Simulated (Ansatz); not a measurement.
One element of this relaxed crystal is hidden as X:

```
cell (Å)
  -1.423 1.423 5.929
  1.423 -1.423 5.929
  1.423 1.423 -5.929
  Ti 0.3285 0.3285 0.0000
  Ti 0.6715 0.6715 0.0000
  X 0.0000 0.0000 0.0000
```

All-electron LAPW in Ansatz 0.2.0 under LDA, scalar-relativistic and without spin polarisation, finds it within 0.01 GPa of zero pressure, with a formation energy of -0.09 eV/atom from the elements, no gap. The structure needn't be the ground state.

Which element is X?

Ag, which makes the crystal Ti₂Ag. Neighbours weren't tried against these numbers.
